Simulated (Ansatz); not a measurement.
Input and command of a plane-wave DFT calculation in Ansatz:

```yaml
crystal:
  lattice:
    - [4.1244249053, 0.0, 0.0]
    - [0.0, 4.1244249053, 0.0]
    - [0.0, 0.0, 4.1244249053]
  atoms:
    - { symbol: Si, position: [0.0, 0.5, 0.5] }
    - { symbol: Si, position: [0.5, 0.0, 0.5] }
    - { symbol: Si, position: [0.5, 0.5, 0.0] }
    - { symbol: Sn, position: [0.0, 0.0, 0.0] }
basis:
  ecutwfc: 420
kpoints:
  mp_grid: { grid: [12, 12, 12] }
hamiltonian:
  xc: lda
scf:
  occupations: { method: fermi_dirac, width: 0.15 }
output:
  forces: true
  stress: true
  eigenvalues: true
relax:
  adjacent_minimum: "off"
  f_tol: 0.001
  max_steps: 60
  cell: { stress_tol: 0.01 }
```

```bash
ansatz run input.yaml --threads 2 --pin off --max-ram 7168MiB --backend cpu --events-out ev --progress --plain --runs-dir out
```

Processor: Intel(R) Xeon(R) 6975P-C (Granite Rapids), 2 threads, on a host shared with other jobs.

Task: How long does it run, and how much memory does it take?

Result: About 10 s on 2 threads of Intel(R) Xeon(R) 6975P-C (Granite Rapids), on a shared host, peak memory 0.46 GiB. It solves 17 bands at 84 k points (the mesh reduced by the symmetry that the task leaves, which can be less than the crystal's) with about 1357 plane waves (on the last cell), in 18 SCF iterations over 4 ionic steps.
